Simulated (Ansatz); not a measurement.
Ge$_{2}$W:
```
Ge2W
1.0
   -1.66172     1.66172     4.08897
    1.66172    -1.66172     4.08897
    1.66172     1.66172    -4.08897
Ge W
2 1
Direct
  0.33773   0.33773   0.00000
  0.66227   0.66227   0.00000
  0.00000   0.00000   0.00000
```

Relaxed with r²SCAN.

Map the valence electron density (e/Å³), cut off at 4 on the plane through (0.338, 0.338, 0.000) spanned by u = [1, 1, 0] and v = [1, -1, 0] in lattice vectors, from DFT-r²SCAN in the program Ansatz with PAW potentials.

x is the fraction of u, y of v (the angle between them is 90°; rows are the nearest grid lines); atoms in the plane: Ge at (0.00, 0.00), Ge at (0.50, 0.50), Ge at (0.32, 0.00), Ge at (0.82, 0.50), W at (0.16, 0.50), W at (0.66, 0.00).
```
|@@@=.    .=@@@@@=.   .+@@@@@@+.    .=@@@|
|@@@-      -@@@@@-.   .+@@@@@@+.    .-@@@|
|@@*.      :*@@@*.    .-%@@@@%-.     :*@@|
|+=:        :=+=:      .=#@@#=.       :=+|
|..          ...        .-==-.         ..|
|                         ..             |
|                                        |
|      ..                                |
|    .-==-.         ..          ...      |
|   .=#@@#=.       :==:        :=+=:     |
|  .-%@@@@%-.     :*@@*.      :*@@@*.    |
|  .+@@@@@@+.    .-@@@@-      -@@@@@-.   |
|  .+@@@@@@+.    .-@@@@-      -@@@@@-.   |
|  .-%@@@@%-.     :*@@*.      :*@@@*.    |
|   .=#@@#=.       :==:        :=+=:     |
|    .-==-.         ..          ...      |
|      ..                                |
|                                        |
|                         ..             |
|..          ...        .-==-.         ..|
|+=:        :=+=:      .=#@@#=.       :=+|
|@@*.      :*@@@*.    .-%@@@@%-.     :*@@|
|@@@-      -@@@@@-.   .+@@@@@@+.    .-@@@|
|@@@=.    .=@@@@@=.   .+@@@@@@+.    .=@@@|
```
Scale: ten equal steps from 0.274 (start of ' ') to 4.00 (end of '@'), in the order ' .:-=+*#%@'; x runs from 0.000 to 1.00, y from 0.000 (bottom) to 1.00 (top).

The density is the valence pseudo-density with augmentation charge, so density and ELF within about 1 Å of a nucleus are not all-electron values.

Space group I4/mmm (MoSi2 or CaC2 type). The workflow started from an entry of the Crystallography Open Database (COD). Whether it is the stable phase at ambient conditions was not checked. The r²SCAN relaxation kept the symmetry of its start; its stability against distortions is not shown here. No spin polarisation was allowed. Spin–orbit coupling is left out wherever it is not named.

Potentials: the later of the program's two PAW sets.
